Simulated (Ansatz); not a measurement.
Computed with Ansatz, DFT PBE, scalar-relativistic, plane waves, PAW. Settings: cutoff 420 eV, Γ-centred meshes spaced at most about 0.3 Å⁻¹, and about 0.25 Å⁻¹ or finer for metals (2π included), Gaussian smearing. No spin polarisation in the final relaxations.

All energies are static (0 K, no zero-point motion).

Two relaxed structures of GaS₃:

A.

```
CELL_PARAMETERS angstrom
4.10396 0.00000 0.00000
0.00000 4.10396 0.00000
0.00000 0.00000 4.10396
ATOMIC_POSITIONS crystal
Ga 0.00000 0.00000 0.00000
S 0.50000 0.50000 0.00000
S 0.50000 0.00000 0.50000
S 0.00000 0.50000 0.50000
```

B.

```
CELL_PARAMETERS angstrom
5.13733 0.00000 0.00000
0.00000 5.13733 0.00000
0.00000 0.00000 5.13733
ATOMIC_POSITIONS crystal
Ga 0.00000 0.00000 0.00000
Ga 0.50000 0.50000 0.50000
S 0.25000 0.00000 0.50000
S 0.50000 0.75000 0.00000
S 0.75000 0.00000 0.50000
S 0.50000 0.25000 0.00000
S 0.00000 0.50000 0.75000
S 0.00000 0.50000 0.25000
```

Question: Which form is favoured at zero pressure, and by what margin per atom?

Answer: B is lower, by 78 meV/atom. A has Ga and S ordered on fcc sites, space group Pm-3m (No. 221), 17.3 Å³/atom and no gap on its mesh; B has space group Pm-3n (No. 223), 16.9 Å³/atom and no gap. Counting S atoms around Ga (those within 1.25 times the shortest such distance or 1.15 times the sum of covalent radii; the shortest distance is added where it is long for a bond), A and B both have Ga 12 from 2.9 Å. Even the lower one lies +0.68 eV/atom against the reference forms of the elements (uncorrected), so neither is stable at this level. Both come from invented guesses. A third cell relaxed alike, in P1, lies 0.94 eV/atom below the lower of the two.

In Pm-3m an odd number of electrons in the primitive cell allows no gap without spin; a larger cell or a magnetic state could open one. A magnetic state wasn't ruled out in cells without spin, among them Pm-3m, Pm-3n. Cells relaxed within their symmetry can be saddle points.
